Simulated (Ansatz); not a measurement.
# SnSe2 (CdI2 type) under strain

SnSe2, CdI2 type, relaxed with r2SCAN+rVV10 in the PAW code Ansatz. The symmetry is P-3m1 (No. 164, trigonal); conventional cell a = 3.825 Å, c = 6.227 Å, 26.30 Å³ an atom. Around Sn lie 6 Se at 2.71 Å; around Se lie 3 Sn at 2.71 Å.

The axes x, y and z are those of this cell:
```xyz
3
Lattice="3.8251 0.0000 0.0000 -1.9126 3.3127 0.0000 0.0000 0.0000 6.2271" Properties=species:S:1:pos:R:3 pbc="T T T"
Sn    0.0000    0.0000    0.0000
Se    0.0000    2.2085    1.5759
Se    1.9126    1.1042    4.6511
```

Unstrained: With PBE the valence top lies at k = (-0.089, 0.172, 0) and the conduction bottom at k = (0, 0.458, 0.344), 0.629 eV higher; the smallest vertical gap, at Γ, is 1.132 eV. With r2SCAN the valence top lies at k = (-0.089, 0.172, 0) and the conduction bottom at k = (0, 0.458, 0.344), 0.916 eV higher; the smallest vertical gap, at k = (0, 0.417, 1/4), is 1.491 eV. HSE06 gives an indirect gap of 1.296 eV, from k = (-0.089, 0.172, 0) to k = (0, 0.458, 0.344); the least direct gap is 1.884 eV at k = (0, 0.458, 0.344). r2SCAN+SOC gives an indirect gap of 0.889 eV, from Γ–M (0.33 of the way from Γ) to k = (0, 0.458, 0.344); the least direct gap is 1.471 eV at k = (0, 0.458, 0.344). Meshes: PBE 12×12×4, r2SCAN 12×12×4, HSE06 6×6×4, r2SCAN+SOC 12×12×4. Strains are changes of length per length. After each strain the atoms were relaxed again with r2SCAN+rVV10 in this cell and within any symmetry left, so distortions that break it or need a larger cell weren't tested; points keep the names that they have in the unstrained zone. Calculated for a static, non-magnetic cell.

Changes of the least gap in eV (an overlap counts as a negative gap):

| strain | volume change (%) | space group | PBE | r2SCAN | HSE06 | r2SCAN+SOC | G0W0@PBE (mesh) |
| --- | --- | --- | --- | --- | --- | --- | --- |
| isotropic -4.0 % on every length | -11.5 | P-3m1 | -0.273 | -0.244 | -0.309 | – | -0.16 |
| isotropic -3.0 % on every length | -8.7 | P-3m1 | -0.192 | -0.169 | -0.227 | – | -0.12 |
| isotropic -2.0 % on every length | -5.9 | P-3m1 | -0.118 | -0.102 | -0.153 | – | -0.08 |
| isotropic -1.0 % on every length | -3.0 | P-3m1 | -0.049 | -0.039 | -0.083 | – | -0.04 |
| isotropic +1.0 % on every length | +3.0 | P-3m1 | +0.028 | +0.022 | +0.036 | – | +0.03 |
| isotropic +2.0 % on every length | +6.1 | P-3m1 | +0.049 | +0.036 | +0.064 | – | +0.07 |
| isotropic +3.0 % on every length | +9.3 | P-3m1 | +0.061 | +0.043 | +0.084 | – | +0.02 |
| isotropic +4.0 % on every length | +12.5 | P-3m1 | +0.022 | – | +0.065 | – | – |

Unstrained, G0W0@PBE with 329 empty bands, a screening cutoff of 150 eV and a 6×6×2 mesh gives 1.29 eV on its mesh; the band count follows the volume. G0W0 values are finite-basis, finite-mesh values.

Isotropic -4.0 % on every length. HSE06: the gap goes from 1.296 to 0.987 eV (-0.309 eV); the edges go from (-0.089, 0.172, 0) → (0, 0.458, 0.344) to (0, 0.133, -0.161) → (0, 0.443, 0.354). Stress change with PBE, compression positive: xx +8.00, yy +8.00, zz +4.16 GPa.

Isotropic -3.0 % on every length. HSE06: the gap goes from 1.296 to 1.069 eV (-0.227 eV); the edges go from (-0.089, 0.172, 0) → (0, 0.458, 0.344) to (0, 0.138, -0.156) → (0, 0.448, 0.354). Stress change with PBE, compression positive: xx +5.62, yy +5.62, zz +2.78 GPa.

Isotropic -2.0 % on every length. HSE06: the gap goes from 1.296 to 1.143 eV (-0.153 eV); the edges go from (-0.089, 0.172, 0) → (0, 0.458, 0.344) to (0, 0.143, -0.148) → (0, 0.451, 0.352). Stress change with PBE, compression positive: xx +3.50, yy +3.50, zz +1.63 GPa.

Isotropic -1.0 % on every length. HSE06: the gap goes from 1.296 to 1.213 eV (-0.083 eV); the edges go from (-0.089, 0.172, 0) → (0, 0.458, 0.344) to (0, 0.148, -0.143) → (0, 0.453, 0.346). Stress change with PBE, compression positive: xx +1.63, yy +1.63, zz +0.71 GPa.

Isotropic +1.0 % on every length. HSE06: the gap goes from 1.296 to 1.332 eV (+0.036 eV); the edges go from (-0.089, 0.172, 0) → (0, 0.458, 0.344) to Γ–K (0.27) → (0, 0.461, 0.339). Stress change with PBE, compression positive: xx -1.46, yy -1.46, zz -0.60 GPa.

Isotropic +2.0 % on every length. HSE06: the gap goes from 1.296 to 1.360 eV (+0.064 eV); the edges go from (-0.089, 0.172, 0) → (0, 0.458, 0.344) to Γ–K (0.27) → (0, 0.464, 1/3). Stress change with PBE, compression positive: xx -2.72, yy -2.72, zz -1.05 GPa.

Isotropic +3.0 % on every length. HSE06: the gap goes from 1.296 to 1.380 eV (+0.084 eV); the edges go from (-0.089, 0.172, 0) → (0, 0.458, 0.344) to Γ–K (0.27) → (0, 0.466, 0.326). Stress change with PBE, compression positive: xx -3.82, yy -3.82, zz -1.39 GPa.

Isotropic +4.0 % on every length. HSE06: the gap goes from 1.296 to 1.361 eV (+0.065 eV); the edges go from (-0.089, 0.172, 0) → (0, 0.458, 0.344) to Γ–K (0.25) → Γ. Stress change with PBE, compression positive: xx -4.79, yy -4.79, zz -1.67 GPa.

Only the levels marked +SOC include spin-orbit coupling.

Where an edge lies off the special points, it is a point of the mesh or the k point where a search put PBE's edge or least direct gap, reused for the other functionals, whose own edges may lie a little apart.

Coordinates of k points refer to the reciprocal vectors of the primitive cell of the runs.

The meshes of the hybrids are coarse, so their gaps aren't converged to the digits shown.
